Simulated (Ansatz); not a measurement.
Space group Pm-3m (No. 221). a = 7.834 Å, b = 7.834 Å, c = 7.834 Å, α = 90.00°, β = 90.00°, γ = 90.00°
| atom | site | symmetry | x | y | z |
| --- | --- | --- | --- | --- | --- |
| Cs | 1b | m-3m | 0.5000 | 0.5000 | 0.5000 |
| Cs | 3d | 4/mm.m | 0.5000 | 0.0000 | 0.0000 |
| I | 1a | m-3m | 0.0000 | 0.0000 | 0.0000 |

Equation of state of this Cs$_{4}$I structure (not necessarily the ground state), with shape and atoms relaxed at each volume where symmetry leaves them free. It has no gap at any of these volumes. Level of theory: DFT PBE, scalar-relativistic, plane waves, PAW (Ansatz 0.2.0).

Cutoff 420 eV; k points 6×6×6 on the computed 5-atom cell (Γ-centred); Gaussian smearing, width 0.10 eV; no spin polarisation.

```tsv
V (Å³/atom)	E − E(largest V) (meV/atom)	P (GPa)
84.618	10.91	0.60
87.502	1.85	0.41
90.387	-4.11	0.25
93.272	-7.43	0.12
96.156	-8.53	0.01
99.041	-7.72	-0.09
101.926	-5.31	-0.17
105.772	0.00	-0.26
```

Task: Fit a third-order Birch–Murnaghan equation, E = E0 + (9V0B0/16)·[(x − 1)³B0' + (x − 1)²(6 − 4x)] with x = (V0/V)^(2/3), to E(V).

Result: V0 = 96.30 Å³/atom, B0 = 3 GPa, B0' = 4.4.

Spin-orbit coupling is left out, which matters for the bands of heavy elements. Spin polarisation was left out, and a magnetic state may lie lower.

The cell was found from a structure generator's guess, not taken from experiment.
